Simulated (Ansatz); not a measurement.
SnSb:
```
CELL_PARAMETERS angstrom
      3.70791     0.00000     0.00000
      0.00000     3.70791     0.00000
      0.00000     0.00000     3.70791
ATOMIC_POSITIONS crystal
  Sn 0.50000 0.50000 0.50000
  Sb 0.00000 0.00000 0.00000
```

Relaxed with LDA. Special points in fractions of this cell's reciprocal vectors: Γ (0.000, 0.000, 0.000); X (0.000, 0.500, 0.000); M (0.500, 0.500, 0.000); R (0.500, 0.500, 0.500).

Problem. List the band energies nearest the Fermi level at these points for LDA (plane waves, PAW; program Ansatz).

Solution. In eV from the Fermi level; about four levels below and three above (degenerate sets whole), none deeper than 8.9 eV; … stands for higher levels left out; points with the same levels are listed once.

```tsv
k	below	above
Γ	-3.81 -1.40 -1.40 -1.40	3.48 3.48 7.20 7.20 7.20
X	–	0.98 0.98 1.20
M	-8.83 -6.70 -5.32 -5.32	1.87 3.70 4.82 4.82
R	-2.67 -2.67 -2.67 -1.81 -1.81 -1.81	…
```

Space group Pm-3m (CsCl type). The first step of the workflow began from a Materials Project structure, measured or hypothetical; the Crystallography Open Database copy checked does not list it. COD files the formula under space group No. 166, 225, so this cell is another polymorph or a model. Whether it is the stable phase at ambient conditions was not checked. Symmetry was held in the LDA relaxation; of distortions, only those at the zone centre were tested. Scalar-relativistic: spin–orbit coupling is off unless named, which matters more the heavier the elements.

Potentials: the later of the program's two PAW sets.
